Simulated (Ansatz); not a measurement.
Polymorphs of Ta3Ge, each relaxed with the program Ansatz at the r²SCAN level (PAW):

A: I-4
a = b = 10.352 Å, c = 5.159 Å, α = β = γ = 90.00°

| atom | site | symmetry | x | y | z |
|---|---|---|---|---|---|
| Ta | 8g | 1 | 0.0152 | 0.6442 | 0.0096 |
| Ta | 8g | 1 | 0.3108 | 0.2849 | 0.2597 |
| Ta | 8g | 1 | 0.0839 | 0.0986 | 0.2294 |
| Ge | 8g | 1 | 0.5272 | 0.2093 | 0.0134 |

B: P4_2/n, a = 10.252 Å, b = 10.252 Å, c = 5.251 Å, α = 90.00°, β = 90.00°, γ = 90.00°

Task: Rank these by energy per atom at 0 K (lowest first), as r²SCAN gives it.

Result: B (+0 meV/atom), A (+19 meV/atom)

Standing as an ambient phase not checked: A; B. All cells were relaxed under the symmetry of their starts (and spin orders); stability against distortions was not tested throughout. Rows with no word on spin ran without spin polarisation. Spin–orbit coupling is left out wherever it is not named.

Energies hold the estimated change up to a 700 eV cutoff; steps of a few meV lie near the error of the meshes.

Potentials: the later of the program's two PAW sets.
